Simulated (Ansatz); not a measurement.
**YIr2: course of a relaxation**

Theory: DFT PBEsol, scalar-relativistic, plane waves, PAW in Ansatz. Run with 420 eV cutoff, 8×8×8 k-mesh, Gaussian smearing of 0.10 eV, no spin polarisation.

What was changed: relaxed at 30 GPa.

Spin–orbit coupling is left out, which can shift energies with elements as heavy as these.

Other phases may be more stable at this pressure.

Command:

```bash
ansatz run input.yaml --threads 1 --pin off --max-ram 2560MiB --backend cpu --events-out ev --progress --plain --runs-dir out
```

Input:

```yaml
crystal:
  lattice:
    - [0.0, 3.6113706973, 3.6113706973]
    - [3.6113706973, 0.0, 3.6113706973]
    - [3.6113706973, 3.6113706973, 0.0]
  atoms:
    - { symbol: "Y", position: [0.5, 0.5, 0.5] }
    - { symbol: "Y", position: [0.75, 0.75, 0.75] }
    - { symbol: Ir, position: [0.125, 0.125, 0.125] }
    - { symbol: Ir, position: [0.625, 0.125, 0.125] }
    - { symbol: Ir, position: [0.125, 0.125, 0.625] }
    - { symbol: Ir, position: [0.125, 0.625, 0.125] }
basis:
  ecutwfc: 420
kpoints:
  mp_grid: { grid: [8, 8, 8] }
hamiltonian:
  xc: pbesol
scf:
  occupations: { method: gaussian, width: 0.1 }
output:
  forces: true
  stress: true
  eigenvalues: true
relax:
  adjacent_minimum: "off"
  f_tol: 0.008
  max_steps: 50
  cell: { stress_tol: 0.08, p_target: 30.0 }
```

F is the free energy. Steps run on the plane waves of an earlier cell, but the last one, and at times one on the way, on a freshly chosen basis, so a repeated geometry can differ a little in energy. The relaxation lowers the enthalpy F + PV at the target pressure, so F itself can rise.

Steps:

| step | F − F(1) (eV) | largest force component (eV/Å) | V (Å³/atom) | P (GPa) |
| --- | --- | --- | --- | --- |
| 1 | 0.0000 | 0.000 | 15.700 | 30.89 |
| 2 | -0.1488 | 0.000 | 15.835 | 27.94 |
| 3 | -0.0460 | 0.000 | 15.740 | 29.99 |
| 4 | -0.0461 | 0.000 | 15.740 | 29.99 |

Relaxed structure:

```yaml
crystal:
  lattice:
    - [0.00000, 3.61447, 3.61447]
    - [3.61447, 0.00000, 3.61447]
    - [3.61447, 3.61447, 0.00000]
  atoms:
    - { symbol: Y, position: [0.50000, 0.50000, 0.50000] }
    - { symbol: Y, position: [0.75000, 0.75000, 0.75000] }
    - { symbol: Ir, position: [0.12500, 0.12500, 0.12500] }
    - { symbol: Ir, position: [0.62500, 0.12500, 0.12500] }
    - { symbol: Ir, position: [0.12500, 0.12500, 0.62500] }
    - { symbol: Ir, position: [0.12500, 0.62500, 0.12500] }
```

The structure is cubic, space group Fd-3m (No. 227). The conventional cell has a = 7.229 Å, b = 7.229 Å, c = 7.229 Å, α = 90.00°, β = 90.00°, γ = 90.00°. Y (site symmetry -43m) is surrounded by 12 Ir at 3.00 Å and 4 Y at 3.13 Å. Around Ir (site symmetry -3m) lie 6 Ir at 2.56 Å.

The run converged. It took 34 s on 1 thread of Arm Neoverse V1 (shared host), peak memory 0.43 GiB.